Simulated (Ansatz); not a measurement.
# ZnCu$_{2}$SnSe$_{4}$: from a starting cell to a relaxed one

The start is a relaxed ZnCu2SnSe4 cell shaken by Gaussian noise of σ = 0.08 Å a coordinate. A full variable-cell relaxation at zero pressure is run with r2SCAN (plane waves to 500 eV, PAW, scalar-relativistic; Ansatz, a quantum-chemistry and plane-wave program). The first steps use a coarse 5×5×6 k-mesh.

Starting cell:
```yaml
crystal:
  lattice:
    - [-2.84544, 2.84544, 5.70609]
    - [2.84544, -2.84544, 5.70609]
    - [2.84544, 2.84544, -5.70609]
  atoms:
    - { symbol: Cu, position: [0.24072, 0.74315, 0.49954] }
    - { symbol: Cu, position: [0.75252, 0.25172, 0.49879] }
    - { symbol: Zn, position: [0.99174, 0.98748, 0.00429] }
    - { symbol: Se, position: [0.36702, 0.89972, 0.99822] }
    - { symbol: Se, position: [0.11998, 0.09873, 0.46743] }
    - { symbol: Se, position: [0.62796, 0.65580, 0.54378] }
    - { symbol: Se, position: [0.89151, 0.37148, 0.00760] }
    - { symbol: Sn, position: [0.47381, 0.48681, 0.97533] }
```

Question: By how much does the energy per atom fall from start to end?

Answer: 0.07 eV/atom.

Question: Is the parent structure recovered?

Answer: The parent structure is recovered, I-42m (No. 121).

Question: Is the relaxed structure metallic? Give its gap.

Answer: Zero, with touching bands (no spin-orbit coupling).

Final values are on a 8×8×8 k-mesh of the relaxed cell. No spin polarisation in the result.

The first start was generated by placing the elements on the sites of a structure type. A measured structure of ZnCu2SnSe4 has the same space group, I-42m (No. 121); the sites were not compared with it. Another known form has space group No. 82.
